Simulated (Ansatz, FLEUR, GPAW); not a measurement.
**InSb3: 3 runs at one level of theory**

```
Sb In
1.0
     4.80637    0.00000    0.00000
     0.00000    4.80637    0.00000
     0.00000    0.00000    4.80637
Sb In
3 1
Direct
  0.50000 0.50000 0.00000
  0.00000 0.50000 0.50000
  0.50000 0.00000 0.50000
  0.00000 0.00000 0.00000
```

The cell comes from a database or a generator and needn't be the stable form of this composition.

Alike in all runs: task equation of state; functional PBE; k mesh 6 × 6 × 6; occupations fermi-dirac, width 0.05 eV; no spin polarisation; no spin-orbit coupling.

```json
{"program and potentials": "Ansatz, Ansatz PAW", "plane-wave cutoff (eV)": "420", "notes": "-", "equilibrium volume (Å³/atom)": "27.86", "bulk modulus (GPa)": "50.5"}
{"program and potentials": "FLEUR, all-electron, FLAPW", "plane-wave cutoff (eV)": "-", "notes": "-", "equilibrium volume (Å³/atom)": "27.86", "bulk modulus (GPa)": "50.5"}
{"program and potentials": "GPAW, GPAW PAW data sets (gpaw-data 1.2.1)", "plane-wave cutoff (eV)": "600", "notes": "-", "equilibrium volume (Å³/atom)": "27.72", "bulk modulus (GPa)": "50.9"}
```

The equilibrium volume spans 27.72 (GPAW, GPAW PAW data sets (gpaw-data 1.2.1)) to 27.86 Å³/atom (FLEUR, all-electron, FLAPW), with all-electron results at 27.86. The bulk modulus spans 50.5 (FLEUR, all-electron, FLAPW) to 50.9 GPa (GPAW, GPAW PAW data sets (gpaw-data 1.2.1)), with all-electron results at 50.5.

The functional is the same throughout but for its coding, so the spread measures potentials, basis and numerics; runs on potential files found faulty are left out.
